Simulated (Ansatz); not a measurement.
RuW:
```
CELL_PARAMETERS angstrom
      1.40901    -4.93008     0.00000
      1.40901     4.93008     0.00000
      0.00000     0.00000     4.40316
ATOMIC_POSITIONS crystal
  W  0.65984 0.34016 0.25000
  Ru 0.91441 0.08559 0.25000
  W  0.34016 0.65984 0.75000
  Ru 0.08559 0.91441 0.75000
```

Relaxed with PBE. Special points in fractions of this cell's reciprocal vectors: Γ (0.000, 0.000, 0.000); Y (-0.500, 0.500, 0.000); C0 (-0.270, 0.730, 0.000); Σ0 (0.270, 0.270, 0.000); Z (0.000, 0.000, 0.500); A0 (0.270, 0.270, 0.500); E0 (-0.270, 0.730, 0.500); T (-0.500, 0.500, 0.500); S (0.000, 0.500, 0.000); R (0.000, 0.500, 0.500).

### Question
List the band energies nearest the Fermi level at these points for plane-wave PAW PBE (Ansatz code).

### Answer
In eV from the Fermi level; about four levels below and three above (degenerate sets whole), none deeper than 8.9 eV; points with the same levels are listed once.

```csv
k,below,above
Γ,-0.78 -0.68 -0.48 -0.34,0.53 1.12 1.46
Y,-0.94 -0.76 -0.60 -0.53,0.08 1.29 3.16
C0,-1.79 -1.31 -1.07 -0.17,0.61 1.72 2.01
Z,-1.25 -1.25 -0.51 -0.51,0.65 0.65 1.53 1.53
A0,-2.27 -2.27 -1.16 -1.16,0.45 0.45 0.80 0.80
T,-0.81 -0.81 -0.50 -0.50,2.18 2.18 2.26 2.26
S,-1.89 -1.71 -0.26 -0.19,0.67 1.75 2.08
R,-1.93 -1.93 -0.23 -0.23,0.11 0.11 0.51 0.51
```

Space group Cmcm. The start of the workflow was typed in or built on a structure type; neither database checked (COD, Materials Project) lists it. Whether it is the stable phase at ambient conditions was not checked. Symmetry was held in the PBE relaxation; its stability against distortions is not shown here. The run is not spin-polarised. Its formation energy is positive at this level, so the cell may be metastable or incomplete. Scalar-relativistic: spin–orbit coupling is off unless named, which matters more the heavier the elements.

Potentials: the later of the program's two PAW sets.
